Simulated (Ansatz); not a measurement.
Relaxed MgO (rock salt):

```
CELL_PARAMETERS angstrom
      0.00000     4.25375     4.25375
      2.12687     0.00000     2.12687
      2.12687     2.12687     0.00000
ATOMIC_POSITIONS crystal
  O  0.00000 0.00000 0.00000
  O  0.50000 0.00000 0.00000
  Mg 0.25000 0.50000 0.50000
  Mg 0.75000 0.50000 0.50000
```

The atoms are displaced by Q × the pattern below (from a DFPT mode at L = (0.5, 0.0, 0.0), largest move 1; Q in Å), at fixed cell. It is one choice among 2 degenerate patterns. (q is in reciprocal vectors of the primitive cell; the cell shown is doubled to hold the pattern.)

```
atom       x       y       z
----  ------  ------  ------
Mg3   -0.285   0.520  -0.805
Mg4    0.285  -0.520   0.805
```

Atoms not listed stay in place.

Level of theory: PBE (plane waves to 420 eV, PAW, scalar-relativistic; Ansatz, a quantum-chemistry and plane-wave program). k mesh 13×13×13 (Γ-centred), Fermi-Dirac smearing 0.05 eV. E stands for the smeared free energy. MgO was relaxed with its symmetry unable to fall. The zero of ΔE is the undisplaced structure.

```csv
Q (Å),ΔE (meV/cell)
-0.180,withheld
-0.150,134.9
-0.120,86.0
-0.090,48.3
-0.060,21.4
-0.030,5.3
0.000,0.0
0.030,5.3
0.060,21.4
0.090,48.3
0.120,86.0
0.150,134.9
0.180,withheld
```

Task: Fit an even polynomial form (powers 2, 4) to the given rows and predict ΔE at Q = -0.180.

Result: Least squares on the 11 given rows: ΔE = (5937)·Q² + (2591)·Q⁴, in meV/cell with Q in Å; root-mean-square residual 0.03 meV/cell. At -0.180 the fit gives 195.1 meV/cell; the calculation gives 195.0 meV/cell, so the extrapolation is off by 0.1 (+0.1 %). The quadratic term alone would give 192.4 meV/cell.

(A displaced cell: forces are minus the slopes of the energy, force constants its curvatures, and phonons follow from these.)
